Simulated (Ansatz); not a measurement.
Input:

Nb:
```
Nb
1.0
    4.88544     0.00000     0.00000
   -2.44272     4.23092     0.00000
    0.00000     0.00000     2.66577
Nb
3
Direct
  0.00000   0.00000   0.00000
  0.66667   0.33333   0.50000
  0.33333   0.66667   0.50000
```

This is the r²SCAN-relaxed structure. Tensor components refer to the Cartesian frame of this cell.

Problem. All from r²SCAN in the plane-wave PAW code Ansatz, unless another level is named. Estimate the bulk modulus (Birch–Murnaghan fit).

Solution. 168 GPa.

Problem. Next, the elastic constants (relaxed ions, GPa)?

Solution. C11 = 257, C12 = 139, C13 = 89.2, C33 = 364, C44 = -1.3.

Space group P6/mmm. The start of the workflow was typed in or built on a structure type; neither database checked (COD, Materials Project) lists it. It is not the phase usual at ambient conditions (space group No. 229). The cell was relaxed with r²SCAN under the symmetry of its start; its stability against distortions is not shown here. No spin polarisation was allowed. As this level gives no gap, shear constants depend on the k-mesh and smearing (Fermi–Dirac, 0.1 eV here). On the denser mesh and wider smearing of the elastic run this cell carries a stress of 0.4 GPa.

Potentials: the earlier of the program's two PAW sets.
